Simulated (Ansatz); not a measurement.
The relaxed structure here is a generated cell of AlRh: the first start was made by placing the elements on the sites of a structure type, and the end was not matched to a known phase here, so it may be hypothetical.

A relaxed cell of AlRh (P6₃mc (No. 186)), relaxed on a k-mesh at least as fine as the one used below. Computed with PBE (plane waves to 420 eV, PAW, scalar-relativistic; Ansatz, an electronic-structure program). Γ-centred k-mesh 9×9×4 on the run's cell (coarser than for final values), Fermi–Dirac smearing 0.05 eV.

```
CELL_PARAMETERS angstrom
      8.28338     0.00000     0.00000
     -2.07085     3.58681     0.00000
      0.00000     0.00000     9.24479
ATOMIC_POSITIONS crystal
  Al 0.00000 0.00000 0.97648
  Al 0.50000 0.00000 0.97648
  Al 0.00000 0.00000 0.47648
  Al 0.50000 0.00000 0.47648
  Al 0.16667 0.66667 0.17922
  Al 0.66667 0.66667 0.17922
  Al 0.33333 0.33333 0.67922
  Al 0.83333 0.33333 0.67922
  Rh 0.00000 0.00000 0.22786
  Rh 0.50000 0.00000 0.22786
  Rh 0.00000 0.00000 0.72786
  Rh 0.50000 0.00000 0.72786
  Rh 0.16667 0.66667 0.49081
  Rh 0.66667 0.66667 0.49081
  Rh 0.33333 0.33333 0.99081
  Rh 0.83333 0.33333 0.99081
```

The atoms are displaced along an unstable phonon of this cell by (Å):

```tsv
atom	ux	uy	uz
Al1	0.075	-0.130	0.000
Al2	-0.075	0.130	0.000
Al3	-0.075	0.130	0.000
Al4	0.075	-0.130	0.000
Al5	0.041	-0.071	0.000
Al6	-0.041	0.071	0.000
Al7	0.041	-0.071	0.000
Al8	-0.041	0.071	0.000
Rh9	0.039	-0.068	0.000
Rh10	-0.039	0.068	0.000
Rh11	-0.039	0.068	0.000
Rh12	0.039	-0.068	0.000
Rh13	-0.061	0.105	0.000
Rh14	0.061	-0.105	0.000
Rh15	-0.061	0.105	0.000
Rh16	0.061	-0.105	0.000
```

Task: What forces (eV/Å) and pressure result?

Result: 
```csv
atom,Fx,Fy,Fz
Al1,0.10,-0.01,-0.12
Al2,0.04,0.09,-0.12
Al3,-0.10,0.01,-0.12
Al4,-0.04,-0.09,-0.12
Al5,0.02,-0.03,0.04
Al6,-0.01,0.04,0.04
Al7,0.01,-0.04,0.04
Al8,-0.02,0.03,0.04
Rh9,0.05,-0.15,0.07
Rh10,-0.11,0.12,0.07
Rh11,-0.05,0.15,0.07
Rh12,0.11,-0.12,0.07
Rh13,-0.05,0.26,0.00
Rh14,0.20,-0.17,0.00
Rh15,-0.20,0.17,0.00
Rh16,0.05,-0.26,0.00
```

Pressure -0.3 GPa.

The undisplaced cell is probably no minimum: from this displacement the run went on to Pna2₁ (No. 33), 0.42 eV/atom below it.

No spin polarisation in the result.
